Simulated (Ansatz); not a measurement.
**All-electron card of Sr2C**

```
C Sr
1.0
     0.00000    3.37439    3.37439
     3.37439    0.00000    3.37439
     3.37439    3.37439    0.00000
C Sr
1 2
Direct
  0.00000 0.00000 0.00000
  0.25000 0.25000 0.25000
  0.75000 0.75000 0.75000
```

Atoms are numbered in the order listed.

The cell was built from the fluorite type and relaxed in the same program, and has space group Fm-3m; it needn't be a known or the stable phase.

Level of theory: DFT, PBE, all-electron LAPW, scalar-relativistic (Ansatz 0.2.0).

Settings: a Γ-centred 8×8×8 k mesh, Fermi–Dirac smearing of 0.05 eV, basis error target 1 meV/atom, no spin polarisation.

```
Volume per atom       : 25.62 Å³
Pressure at this cell : 0.00 GPa
```

Problem. Give the computed value. Density of states at the Fermi level (0.2 eV bin).

Solution. 0.73 states/eV per cell.

Problem. Band gap: what does the calculation give?

Solution. None at this level of theory (metallic, semimetallic, or a small gap that the functional closes).

Problem. Predict this quantity. Löwdin charges (with 0.82 e of the cell spilling out of the atomic basis, so their sizes and signs hang on that basis).

Solution. C1 -1.92, Sr2 1.37 e.
